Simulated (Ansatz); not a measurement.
Electric field gradients in ZrSi$_{7}$

Level of theory: DFT PBEsol, scalar-relativistic, plane waves, PAW in Ansatz 0.2.0. Cutoff 420 eV, 6×6×6 k-points (Γ-centred), Fermi-Dirac smearing of 0.15 eV. No spin polarisation.

Relaxed structure:
```
Zr Si
1.0
     5.59931    0.00000    0.00000
     0.00000    5.59931    0.00000
     0.00000    0.00000    5.59931
Zr Si
1 7
Direct
  0.00000 0.00000 0.00000
  0.26631 0.26631 0.26631
  0.00000 0.50000 0.50000
  0.50000 0.50000 0.00000
  0.50000 0.00000 0.50000
  0.73369 0.26631 0.73369
  0.73369 0.73369 0.26631
  0.26631 0.73369 0.73369
```

The cell was built by swapping an element in a database structure (itself possibly hypothetical) and relaxing; it need not be the stable form of this composition. In a metal these results depend on the k mesh and the smearing. Spin–orbit coupling is left out, which matters for gradients at heavy nuclei.

Problem. Give V_zz (10²¹ V/m²) and the asymmetry η at each distinct site.

Solution.
| atom | V_zz | η |
| --- | --- | --- |
| Zr (atom 1) | 0.000 | zero by symmetry |
| Si (atom 2) | -3.97 | 0.00 |
| Si (atom 3) | -1.32 | 0.00 |

Cost: 1 run of about 0.076 core-minutes, on Intel Xeon 6975P-C (Granite Rapids) (shared hosts).